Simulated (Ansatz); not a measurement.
Sn:
```
Sn
1.0
   -4.05033     4.05033     4.05033
    4.05033    -4.05033     4.05033
    4.05033     4.05033    -4.05033
Sn
6
Direct
  0.50000   0.75000   0.25000
  0.25000   0.50000   0.75000
  0.75000   0.50000   0.25000
  0.50000   0.25000   0.75000
  0.25000   0.75000   0.50000
  0.75000   0.25000   0.50000
```

Relaxed with r²SCAN.

Problem. Map the electron localisation function on the plane through (0.250, 0.500, 0.750) spanned by u = [1, 1, 0] and v = [1, 0, 1] in lattice vectors, from DFT-r²SCAN in the program Ansatz with PAW potentials.

Solution. x is the fraction of u, y of v (the angle between them is 90°; rows are the nearest grid lines); atoms in the plane: Sn at (0.00, 0.00), Sn at (0.00, 0.50), Sn at (0.25, 0.75), Sn at (0.75, 0.75).
```
|0001445776543210000000000123456775441000|
|0013457998765432100000012345678997543100|
|1234469998765543210000123455678999644321|
|4446898654444455421111245544444568986444|
|4567764432123444542112454443212344677654|
|2235544200000244443223444420000024455322|
|1234443100000134443223444310000013444321|
|3356644310001344443113444431000134466533|
|4567986444444445432112345444444446897654|
|3444689976555554321001234555556799864443|
|1234469998765543210000123455678999644321|
|0002446887654321000000001234567886442000|
|0002445665421100000000000011245665442000|
|1234445543210000000000000000123455444321|
|3444455432100000000000000000012345544443|
|4445443210000000000000000000000123445444|
|3332211000000000000000000000000001122333|
|1111100000000000000000000000000000011111|
|2211110000000000000000000000000000111122|
|4444322100000000000000000000000012234444|
|4444554321000000000000000000001234554444|
|1234445543210000000000000000123455444321|
|0013445554311000000000000001134555443100|
|0001445776543210000000000123456775441000|
```
Scale: ten equal steps from 0.000 (start of '0') to 0.707 (end of '9'), in the order '0123456789'; x runs from 0.000 to 1.00, y from 0.000 (bottom) to 1.00 (top).

The density is the valence pseudo-density with augmentation charge, so density and ELF within about 1 Å of a nucleus are not all-electron values.

Space group Im-3m. The start of the workflow was typed in or built on a structure type; the Crystallography Open Database copy checked does not list it. It is not the phase usual at ambient conditions (space group No. 141). The r²SCAN relaxation kept the symmetry of its start; its stability against distortions is not shown here. The volume moved by 33 % from the start of the relaxation. Spin–orbit coupling is left out wherever it is not named.

Potentials: the later of the program's two PAW sets.
